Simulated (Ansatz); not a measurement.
GaSb in space group Immm (No. 71; Ga on 2a, Sb on 2c) at seven volumes, DFT-r²SCAN in the program Ansatz with PAW potentials, shape and atoms relaxed at each. One row is withheld.

| V (Å³/atom) | P (GPa) |
|---|---|
| 21.189 | 7.04 |
| 21.887 | 4.26 |
| 22.586 | 1.96 |
| 23.284 | 0.00 |
| 23.983 | -1.61 |
| 24.681 | -2.98 |
| 25.380 | ? |

Task: Fit the shown pressures and predict the withheld one.

Result: Third-order Birch–Murnaghan: P = (3/2)B₀(x^(7/2) − x^(5/2))[1 + (3/4)(B′ − 4)(x − 1)] with x = (V₀/V)^(2/3). Least squares on the six rows gives V₀ = 23.288 Å³/atom, B₀ = 59.08 GPa, B′ = 4.90. At V = 25.380, x = 0.9443 and P = -4.12 GPa. The run itself gave -4.15 GPa.

The first step of the workflow began from a Materials Project structure, measured or hypothetical; the Crystallography Open Database copy checked does not list it. It is not the phase usual at ambient conditions (space group No. 216). The r²SCAN relaxation kept the symmetry of its start; phonons show weakly imaginary modes. Spin–orbit coupling is left out wherever it is not named.

Potentials: the later of the program's two PAW sets.
